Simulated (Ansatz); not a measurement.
YIn: moving Y off its site

YIn, Pm-3m, a = 3.810 Å (as given, not relaxed at this level: -2.4 GPa). The structure is a COD entry; whether it is the stable form wasn't checked. Ansatz: r2SCAN, PAW, 500 eV, Γ-centred 12×12×12 mesh on 2 atoms, Gaussian smearing 0.15 eV; no spin polarisation.

```xyz
2
Lattice="3.8100 0.0000 0.0000 0.0000 3.8100 0.0000 0.0000 0.0000 3.8100" Properties=species:S:1:pos:R:3 pbc="T T T"
Y     1.9050    1.9050    1.9050
In    0.0000    0.0000    0.0000
```

Atom 1 (Y) moves by x along the unit vector (0.000, 0.000, 1.000), with its periodic images; all else is held. y is the free energy of the cell over the start, F the force along the path summed over the moved atoms. Symmetry makes y even in x.

```tsv
x (Å)	y (meV)	F (eV/Å)
-0.3000	?	?
-0.1500	29.8	0.40
0.0000	0.0	0.00
0.0750	7.4	-0.20
0.1125	16.7	-0.30
0.1875	46.7	-0.50
0.2250	67.4	-0.61
0.2625	92.1	-0.71
```

Question: Fit y = c2 x² + c4 x⁴ to the energies of the other rows, give the force constant, and predict energy and force of the missing row.

Answer: Least squares on the rows shown. y = 1318 x² + 267.9 x⁴. The force constant is 2 c2 = 2.64 eV/Å², for the cell as given, at -2.4 GPa (for all images moving together, not for a lone atom). With two atoms in a cubic cell this is the optical mode at Γ (in a metal it hangs on mesh and smearing): ω = 521.5 √(2 c2/μ) = 120 cm⁻¹ for μ = 50.11 u. The force −dy/dx at the missing row is 0.82 eV/Å (computed 0.82). At x = -0.3000 the fit asked for gives 120.8 meV. The run gave 120.8 meV, the same to the digits shown.